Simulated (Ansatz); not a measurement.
**Relaxing a structure of KF**

The start is a relaxed KF cell with every coordinate shifted by Gaussian noise of σ = 0.1 Å. The cell and all atomic positions are relaxed at zero pressure with PBE (plane waves to 420 eV, PAW, scalar-relativistic; Ansatz, an electronic-structure program). The first steps use a coarse 7×7×7 k-mesh.

Input geometry:
```yaml
crystal:
  lattice:
    - [0.00000, 2.70985, 2.70985]
    - [2.70985, 0.00000, 2.70985]
    - [2.70985, 2.70985, 0.00000]
  atoms:
    - { symbol: F, position: [0.04577, 0.00600, 0.03682] }
    - { symbol: K, position: [0.53587, 0.51706, 0.50180] }
```

Question: Does it find its way back to the structure it was made from?

Answer: It returns to the parent structure, Fm-3m (No. 225).

Question: How do the shortest distances between atoms change?

Answer: The closest pairs of elements (up to four, under 3.6 Å), start → end: F–K 2.59 → 2.71 Å.

The end point of the relaxation:

Space group Fm-3m (No. 225); a = 5.421 Å, b = 5.421 Å, c = 5.421 Å, α = 90.00°, β = 90.00°, γ = 90.00°

| atom | site | symmetry | x | y | z |
|---|---|---|---|---|---|
| F | 4a | m-3m | 0.0000 | 0.0000 | 0.0000 |
| K | 4b | m-3m | 0.5000 | 0.5000 | 0.5000 |
(The calculation used a cell of 2 atoms; values per cell refer to that cell.)

Final values are on a 11×11×11 k-mesh of the relaxed cell. No spin polarisation in the result.
